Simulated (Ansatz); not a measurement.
La₂O₃:
Space group P-3m1 (No. 164); a = b = 3.9405 Å, c = 6.1880 Å, α = β = 90.00°, γ = 120.00°

```tsv
atom	site	symmetry	x	y	z
La	2d	3m.	0.3333	0.6667	0.2474
O	2d	3m.	0.6667	0.3333	0.3547
O	1a	-3m.	0.0000	0.0000	0.0000
```

Relaxed with PBE.

Problem. Which orbitals make up the states near the band edges in DFT-PBE in the program Ansatz with PAW potentials?

Solution. Top 1 eV of the valence band: O 2p 85 %, La 5d 6 %. Bottom 1 eV of the conduction band: La 4f 57 %, La 5d 35 %. Projections are on Löwdin-orthogonalised atomic valence shells; empty p or d shells of many metals are not among them.

Problem. Tabulate the density of states.

Solution. States/eV per cell of 5 atoms, in 0.25 eV bins, energy from the valence-band maximum.

| E (eV) | total | La 4f | O 2p | La 5d |
|---|---|---|---|---|
| -7.87 | 0.00 | 0.00 | 0.00 | 0.00 |
| -7.62 | 0.00 | 0.00 | 0.00 | 0.00 |
| -7.37 | 0.00 | 0.00 | 0.00 | 0.00 |
| -7.12 | 0.00 | 0.00 | 0.00 | 0.00 |
| -6.87 | 0.00 | 0.00 | 0.00 | 0.00 |
| -6.62 | 0.00 | 0.00 | 0.00 | 0.00 |
| -6.37 | 0.00 | 0.00 | 0.00 | 0.00 |
| -6.12 | 0.00 | 0.00 | 0.00 | 0.00 |
| -5.87 | 0.00 | 0.00 | 0.00 | 0.00 |
| -5.62 | 0.00 | 0.00 | 0.00 | 0.00 |
| -5.37 | 0.00 | 0.00 | 0.00 | 0.00 |
| -5.12 | 0.00 | 0.00 | 0.00 | 0.00 |
| -4.87 | 0.00 | 0.00 | 0.00 | 0.00 |
| -4.62 | 0.00 | 0.00 | 0.00 | 0.00 |
| -4.37 | 0.00 | 0.00 | 0.00 | 0.00 |
| -4.12 | 0.00 | 0.00 | 0.00 | 0.00 |
| -3.87 | 0.00 | 0.00 | 0.00 | 0.00 |
| -3.62 | 0.00 | 0.00 | 0.00 | 0.00 |
| -3.37 | 0.00 | 0.00 | 0.00 | 0.00 |
| -3.12 | 0.00 | 0.00 | 0.00 | 0.00 |
| -2.87 | 0.25 | 0.00 | 0.16 | 0.06 |
| -2.62 | 1.68 | 0.02 | 1.10 | 0.42 |
| -2.37 | 6.33 | 0.11 | 4.32 | 1.48 |
| -2.12 | 6.41 | 0.12 | 4.47 | 1.48 |
| -1.87 | 9.38 | 0.20 | 6.71 | 1.96 |
| -1.62 | 6.69 | 0.18 | 4.92 | 1.17 |
| -1.37 | 5.99 | 0.25 | 4.67 | 0.65 |
| -1.12 | 6.18 | 0.25 | 4.89 | 0.71 |
| -0.87 | 4.14 | 0.15 | 3.35 | 0.45 |
| -0.62 | 8.08 | 0.31 | 6.69 | 0.68 |
| -0.37 | 10.48 | 0.59 | 8.97 | 0.43 |
| -0.12 | 6.39 | 0.30 | 5.63 | 0.18 |
| 0.13 | 0.00 | 0.00 | 0.00 | 0.00 |
| 0.38 | 0.00 | 0.00 | 0.00 | 0.00 |
| 0.63 | 0.00 | 0.00 | 0.00 | 0.00 |
| 0.88 | 0.00 | 0.00 | 0.00 | 0.00 |
| 1.13 | 0.00 | 0.00 | 0.00 | 0.00 |
| 1.38 | 0.00 | 0.00 | 0.00 | 0.00 |
| 1.63 | 0.00 | 0.00 | 0.00 | 0.00 |
| 1.88 | 0.00 | 0.00 | 0.00 | 0.00 |
| 2.13 | 0.00 | 0.00 | 0.00 | 0.00 |
| 2.38 | 0.00 | 0.00 | 0.00 | 0.00 |
| 2.63 | 0.00 | 0.00 | 0.00 | 0.00 |
| 2.88 | 0.00 | 0.00 | 0.00 | 0.00 |
| 3.13 | 0.00 | 0.00 | 0.00 | 0.00 |
| 3.38 | 0.00 | 0.00 | 0.00 | 0.00 |
| 3.63 | 0.00 | 0.00 | 0.00 | 0.00 |
| 3.88 | 1.36 | 0.40 | 0.12 | 0.81 |
| 4.13 | 3.17 | 1.21 | 0.24 | 1.66 |
| 4.38 | 3.46 | 1.87 | 0.19 | 1.23 |
| 4.63 | 8.51 | 5.62 | 0.29 | 2.37 |
| 4.88 | 9.96 | 8.50 | 0.13 | 1.11 |
| 5.13 | 25.33 | 23.60 | 0.33 | 1.07 |

Symmetry was held in the PBE relaxation. Scalar-relativistic: spin–orbit coupling is off unless named, which matters more the heavier the elements.

Potentials: the earlier of the program's two PAW sets.
